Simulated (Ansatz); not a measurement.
Relaxed-ion elastic tensor of VSi2 in space group P6_222 (No. 180; V on 3d, Si on 6j) in GPa (Voigt order), r²SCAN (plane waves, PAW; program Ansatz); density 4.75 g/cm³, 12.49 Å³ per atom.

```
      1     2     3    4    5    6
-  ----  ----  ----  ---  ---  ---
1   402  55.2  79.4  0.0  0.0  0.0
2  55.2   402  79.4  0.0  0.0  0.0
3  79.4  79.4   472  0.0  0.0  0.0
4   0.0   0.0   0.0  147  0.0  0.0
5   0.0   0.0   0.0  0.0  147  0.0
6   0.0   0.0   0.0  0.0  0.0  174
```

**Question.** Is the crystal mechanically stable?

**Answer.** Yes: the smallest eigenvalue of C is 147 GPa.

**Question.** Work out the Voigt, Reuss and Hill averages.

**Answer.** K_V = 189, K_R = 188, K_H = 189; G_V = 164, G_R = 163, G_H = 163 GPa.

**Question.** Give Young's modulus, Poisson's ratio, Pugh's ratio and the universal anisotropy index.

**Answer.** E = 9KG/(3K + G) = 380 GPa; ν = 0.16; K/G = 1.15 (brittle by the Pugh limit of 1.75); A_U = 5G_V/G_R + K_V/K_R − 6 = 0.06.

**Question.** Estimate the sound speeds and the Debye temperature.

**Answer.** v_l = √((K + 4G/3)/ρ) = 9250 m/s, v_t = √(G/ρ) = 5870 m/s, mean 6450 m/s; Θ = (h/k)(3n/4πV)^(1/3) v_m = 828 K.

**Question.** How much does each axis shrink under pressure?

**Answer.** Linear compressibilities β_i = Σ_j S_ij (j = 1 to 3): x 1.9, y 1.9, z 1.5 per TPa.

The r²SCAN relaxation kept the symmetry of its start; of distortions, only those at the zone centre were tested. No spin polarisation was allowed. As this level gives no gap, shear constants depend on the k-mesh and smearing (Fermi–Dirac, 0.1 eV here).

Potentials: the later of the program's two PAW sets.
